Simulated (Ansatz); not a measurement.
Si$_{2}$Ni:
Space group Cmcm (No. 63); a = 3.3187 Å, b = 11.2050 Å, c = 4.1458 Å, α = 90.00°, β = 90.00°, γ = 90.00°

| atom | site | symmetry | x | y | z |
|---|---|---|---|---|---|
| Si | 4c | m2m | 0.0000 | 0.0613 | 0.7500 |
| Si | 4c | m2m | 0.0000 | 0.2698 | 0.2500 |
| Ni | 4c | m2m | 0.0000 | 0.6089 | 0.2500 |
(The calculation used a cell of 6 atoms; values per cell refer to that cell.)

This is the PBE-relaxed structure.

Question: All from plane-wave PAW PBE (Ansatz code), unless another level is named. Estimate the electronic character.

Answer: metallic (no gap).

Question: Predict the formation energy from the elements (no fitted shifts).

Answer: 0.015 eV/atom.

Question: Predict the density of states at the Fermi level.

Answer: 0.43 states/eV per atom (mean over ±0.08 eV).

A made-up cell: these elements were put on the sites of a structure type; neither database checked (COD, Materials Project) lists it. It is not the phase usual at ambient conditions (space group No. 225). The PBE relaxation kept the symmetry of its start; whether a distortion lowers the energy is not shown. The workflow began spin-polarised and lost its moments. The references are the lowest solids computed at this level, not always the standard phases.

Potentials: the later of the program's two PAW sets.
